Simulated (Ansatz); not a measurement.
Ti2GaC:
```yaml
crystal:
  lattice:
    - [3.06811, 0.00000, 0.00000]
    - [-1.53405, 2.65706, 0.00000]
    - [0.00000, 0.00000, 13.35030]
  atoms:
    - { symbol: Ti, position: [0.33333, 0.66667, 0.08557] }
    - { symbol: Ti, position: [0.66667, 0.33333, 0.91443] }
    - { symbol: Ti, position: [0.66667, 0.33333, 0.58557] }
    - { symbol: Ti, position: [0.33333, 0.66667, 0.41443] }
    - { symbol: Ga, position: [0.33333, 0.66667, 0.75000] }
    - { symbol: Ga, position: [0.66667, 0.33333, 0.25000] }
    - { symbol: C, position: [0.00000, 0.00000, 0.50000] }
    - { symbol: C, position: [0.00000, 0.00000, 0.00000] }
```

Relaxed with r²SCAN.

Question: Map the electron localisation function on the plane through (0.333, 0.667, 0.086) spanned by u = [0, 0, 1] and v = [1, -1, 0] in lattice vectors, from the program Ansatz at the r²SCAN level (PAW).

Answer: x is the fraction of u, y of v (the angle between them is 90°; rows are the nearest grid lines); atoms in the plane: Ti at (0.00, 0.00), Ti at (0.83, 0.33), Ti at (0.50, 0.33), Ti at (0.33, 0.00), Ga at (0.66, 0.00), Ga at (0.16, 0.33), C at (0.41, 0.67), C at (0.91, 0.67).
```
| =#.:++++:.*+ -#..==*@%=. ..=#@#+==:.#= |
|.*#.:++++:.**.+#.:==*%%=.  .=#@*===:.**.|
|*%*.:++++-.=%*#*.-==+%%=:  :=#%+-==-.+%*|
|=-..-====-..-=-:*%%+-+#+----+#*--+#%#--=|
|...:-=====:...:*@@@#-=**----+*=--*@@@*:.|
|:..------=-..:+@@@@%--++=--=++=-+%@@@@*:|
|+-:---::----:+%@##@@=-==----==--*@@##@@+|
|#=-=--:::---=#@@-:%@===--:::-===#@@-:%@#|
|%+==-::::--==#@%. %@+==-::::--==#@%. %@%|
|*=-==----==--*@@##@@-:---::----:+%@##@@*|
|+--++=--=++=-+%@@@@*..------=-..:+@@@@%+|
|=-=**----+*=--*@@@*:..:-=====:...:*@@@#=|
|--+#+----+#*--+#%#---..-====-..-=-:*%%+-|
|-=#%+-::-=##=-=**-:##-.-=+++-.:###-:**=-|
|-+%%=:  :=#%+-==-.+%%*.:++++-.=%*#*.-==-|
|+*@%=. ..=#@#+==:.#==#.:++++:.*+ -#..==+|
|=*%%=.  .=#@*===:.***#.:++++:.*#.+#.:===|
|:=#%=:  :=##=::-:.+#%*.-++++-.+%*#*.:-::|
|.:=#+-::-=#+:..::.:#%-.=+==+=.:%%#-.::..|
|..:++----+*:....::.-=.:+=--=+-.=+-..:...|
|+=.:+=--=+-.=+-..:...:++----+*:....::.-+|
|*%*.-++++-.+%*#*.:-:=#%=:  :=##=::-:.+#*|
|.*#.:++++:.*#.+#.:==*%%=.  .=#@*===:.**.|
| =#.:++++:.*+ -#..==*@%=. ..=#@#+==:.#= |
```
Scale: ten equal steps from -0.019 (start of ' ') to 0.798 (end of '@'), in the order ' .:-=+*#%@'; x runs from 0.000 to 1.00, y from 0.000 (bottom) to 1.00 (top).

The density is the valence pseudo-density with augmentation charge, so density and ELF within about 1 Å of a nucleus are not all-electron values.

Space group P6_3/mmc. The first step of the workflow began from a Materials Project structure, measured or hypothetical; the Crystallography Open Database copy checked does not list it. Its standing as an ambient phase is unchecked. Symmetry was held in the r²SCAN relaxation; its stability against distortions is not shown here. The run is not spin-polarised.

Potentials: the later of the program's two PAW sets.
